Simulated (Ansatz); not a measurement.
Ansatz 0.2.0, single run: Ba2IrO6F

Input:

```yaml
crystal:
  lattice:
    - [0.0, 3.96809488, 3.96809488]
    - [3.96809488, 0.0, 3.96809488]
    - [3.96809488, 3.96809488, 0.0]
  atoms:
    - { symbol: F, position: [0.0, 0.0, 0.0] }
    - { symbol: Ir, position: [0.5, 0.5, 0.5] }
    - { symbol: Ba, position: [0.25, 0.25, 0.25] }
    - { symbol: Ba, position: [0.75, 0.75, 0.75] }
    - { symbol: O, position: [0.77, 0.23, 0.23] }
    - { symbol: O, position: [0.23, 0.77, 0.23] }
    - { symbol: O, position: [0.23, 0.77, 0.77] }
    - { symbol: O, position: [0.77, 0.23, 0.77] }
    - { symbol: O, position: [0.23, 0.23, 0.77] }
    - { symbol: O, position: [0.77, 0.77, 0.23] }
  symmetry: { detect: false }
kpoints:
  mp_grid: { grid: [4, 4, 4], shift: [0, 0, 0] }
magnetization:
  spin_polarized: false
scf:
  occupations: { method: fermi_dirac }
  mixing: { preconditioner: local_kerker }
hamiltonian:
  pseudopotentials: { kind: paw }
  xc: r2scan
basis:
  ecutwfc: 500
output:
  forces: true
  stress: true
  eigenvalues: true
  write_density: true
  write_potential: true
  elf: true
  volumetric_format: npy
```

Run with:

```bash
ansatz run input.yaml --threads 1 --pin off --max-ram 2560MiB --backend cpu --events-out ev --progress --plain --runs-dir out
```

Origin of the cell: a known structure type with other elements, at an estimated volume, so it need not be a known compound.

The smearing width isn't typed, so it takes its default of 0.1 eV.

Output (shortened):

```
Pseudopotentials: kind: paw
Pseudopotential: F, paw, valence charge 7, recommended cutoff 500 eV (meta_gga), F.paw.azcp
Pseudopotential: Ir, paw, valence charge 17, recommended cutoff 500 eV (meta_gga), Ir.paw.azcp
Pseudopotential: Ba, paw, valence charge 10, recommended cutoff 500 eV (meta_gga), Ba.paw.azcp
Pseudopotential: O, paw, valence charge 6, recommended cutoff 500 eV (meta_gga), O.paw.azcp
Functional definition: r2SCAN
  exchange = r2scan_x(k0 = k0, k1 = k1, a1 = a1)
  correlation = r2scan_c
Crystal: 10 atoms, lattice volume = 124.961 Å³
Basis set: ecut = 500 eV, 3143 PW (Γ), exchange–correlation on 180×180×180 points (64 copies of the dense FFT grid, shifted against one another)
Bands: 50, of which v1, the nominal top of the filled ones, is band 40 counted from 1 (39 counted from 0)
[… 14 lines left out …]
Initial density: superposition of atomic densities (neutral atoms: chi_scale 0, normalization atom), corrected by the library's trained network
Functional: x = r2scan, c = r2scan; τ floored in thin density (d = 2e-4 eV/Å³)
SCF iter   1: F=—  HF=-28086.930152 eV  Δρ=1.40e-2  dr2=2.56e-1  dr2_τ=2.28e-1  defer=37
SCF iter   2: F=—  HF=-28087.152482 eV  Δρ=1.03e-2  dr2=2.31e-1  dr2_τ=4.38e-2  defer=72
SCF iter   3: F=—  HF=-28087.135881 eV  Δρ=7.12e-3  dr2=6.45e-2  dr2_τ=6.45e-3  defer=72
SCF iter   4: F=—  HF=-28087.132637 eV  Δρ=5.85e-3  dr2=4.29e-2  dr2_τ=4.42e-3  defer=72
SCF iter   5: F=—  HF=-28087.127999 eV  Δρ=1.91e-3  dr2=4.23e-3  dr2_τ=1.91e-4  defer=72
SCF iter   6: F=—  HF=-28087.127437 eV  Δρ=5.38e-4  dr2=6.00e-4  dr2_τ=3.40e-5  defer=72
SCF iter   7: F=—  HF=-28087.127335 eV  Δρ=1.71e-4  dr2=4.28e-5  dr2_τ=1.83e-6  defer=72
SCF iter   8: F=—  HF=-28087.127439 eV  Δρ=2.74e-4  dr2=1.07e-4  dr2_τ=9.08e-6  defer=72
SCF iter   9: F=—  HF=-28087.127430 eV  Δρ=2.10e-5  dr2=6.42e-7  dr2_τ=6.69e-8  defer=72
SCF iter  10: F=—  HF=-28087.127430 eV  Δρ=2.56e-5  dr2=1.03e-6  dr2_τ=8.51e-8  defer=72
SCF iter  11: F=-28087.127430 eV  HF=-28087.127430 eV  Δρ=2.64e-6  dr2=1.21e-8  dr2_τ=1.79e-9
SCF 1 converged in 11 iterations: F = -28087.127430 eV  dr2 = 1.21e-8
SCF converged after 11 iterations
Free energy (F): -28087.127430 eV
Harris-Foulkes:  -28087.127430 eV  (|F-HF|=1.01e-8)
Internal energy: -28086.766914 eV  (E = F + TS)
E sigma→0 (E₀):  -28086.947172 eV
Entropy (-TS):   -0.360517 eV (-36.052 meV/atom)
Fermi energy:    10.137068 eV
--- Per-component energies (eV) ---
  E_band       = -300.943604
  E_kinetic    = 2209.262518
  E_local      = -4637.450254  (includes V_loc(G=0)·N_el)
  E_nonlocal   = 545.895459
  E_hartree    = 1729.451267
  E_xc         = -1085.127098
  E_vxc        = -1372.658604  (∫ρ·V_xc dr)
  E_paw        = -20906.104936  (= ΣΔE_a)
  E_vpaw       = -588.277092  (= ΣTr[D̂ρ^β])
  E_aug_tail   = 0.006206  (compensation charges beyond the density's cutoff)
  E_vtau       = 83.376401  (kinetic-family band-sum trace: ∫τ·v_τ [+ j·A + Jᵃ·Aᵃ] dr)
  E_ewald      = -5942.300977
  E_core_change = -0.399099  (= ΣΔE_core)
  E_smearing   = -0.360517  (= −TS)
  Σ components = -28087.127430   (vs F -28087.127430, Δ=0.00e0)
--- Forces (eV/Å), atoms counted from 1 ---
  atom   1  F     -0.000017    -0.000032    -0.000072
  atom   2  Ir     0.000005     0.000010     0.000022
  atom   3  Ba    -0.000001    -0.000003    -0.000006
  atom   4  Ba    -0.000002    -0.000002    -0.000006
  atom   5  O      5.521221    -0.000005    -0.000011
  atom   6  O     -0.000003     5.521217    -0.000011
  atom   7  O     -5.521214    -0.000005    -0.000011
  atom   8  O     -0.000003    -5.521204    -0.000011
  atom   9  O     -0.000003    -0.000005     5.521191
  atom  10  O     -0.000003    -0.000005    -5.521162
  max |Σ_I F_I| component: 7.75e-5 eV/Å
--- Stress (GPa, compression-positive) ---
        6.241564       0.000000       0.000000
        0.000000       6.241521      -0.000001
        0.000000      -0.000001       6.241358
  P = ⅓ Tr σ = 6.2415 GPa (62.415 kbar)
```

Caveats: no moments, though an odd count or open d shells may carry them; no spin-orbit coupling, though heavy elements are present; the given cell is far from equilibrium, with atoms too close or a volume far off; the k mesh is coarse if the cell is a metal.

It ran for 64 s on 1 thread of AMD EPYC 7R13 Processor (Zen 3), with other jobs on the host, peak memory 0.85 GiB, from the program's own first density.
